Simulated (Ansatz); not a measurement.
SiC (zincblende), relaxed with r2SCAN in the plane-wave code Ansatz: it is cubic, F-43m (No. 216); conventional cell a = 4.356 Å, 10.33 Å³ an atom. Si has 4 C at 1.89 Å; C has 4 Si at 1.89 Å. The primitive cell holds 2 atoms in 20.66 Å³. (Simulation; spin polarisation is off.)

Computed values: HSE06 (8×8×8) gives a least gap of 2.23 eV and a least direct gap of 5.72 eV. r2SCAN's ε∞ is 6.52.

**Question.** What is the density?

**Answer.** The cell holds 1 Si, 1 C: M = 1×28.085 + 1×12.011 = 40.10 u in V = 20.66 Å³. ρ = 1.66054 × M/V = 1.66054 × 40.10/20.66 = 3.223 g/cm³, for the static r2SCAN lattice.

**Question.** At what wavelength does absorption set in by HSE06, excitons left aside?

**Answer.** λ = 1239.84 eV nm/E: 556 nm for the least gap, where it needs phonons and is weak, and 217 nm for direct transitions.

**Question.** What refractive index and reflectivity at normal incidence follow, below the gap and above the phonons?

**Answer.** n = √6.52 = 2.553; R = ((n − 1)/(n + 1))² = (1.553/3.553)² = 19.1 % a face.

The meshes of the hybrids are coarse, so their gaps aren't converged to the digits shown.
